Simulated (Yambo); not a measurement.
```xyz
10
Lattice="2.2527 1.3006 4.6343 -2.2527 1.3006 4.6343 0.0000 -2.6012 4.6343" Properties=species:S:1:pos:R:3 pbc="T T T"
B      0.0000     0.0000    10.4272
B      0.0000     0.0000     3.4757
O      0.6936     1.3998     5.7929
O     -0.6936    -1.3998     8.1100
O     -1.5591    -0.0992     5.7929
O      1.5591     0.0992     8.1100
O      0.8655    -1.3006     5.7929
O     -0.8655     1.3006     8.1100
Al     0.0000     0.0000     6.9515
Al     0.0000     0.0000     0.0000
```

The geometry is that of Materials Project entry mp-8110, symmetrised and not relaxed again.

Where are the main features of Im ε from RPA with local fields on LDA bands shifted by a G0W0 scissor of 2.73 eV (Yambo; 6×6×6 mesh, 70 bands, 3 Ry local-field block, 0.2 eV broadening; field along x)?

Peaks at 11.6 eV (4.0), 17.8 eV (3.5), heights in brackets. Structure narrower than a few tenths of an eV can come from the finite k mesh. Convergence of the RPA response with its 6×6×6 mesh was not tested. The scissor comes from a G0W0 run whose convergence isn't established. No excitonic effects at this level.
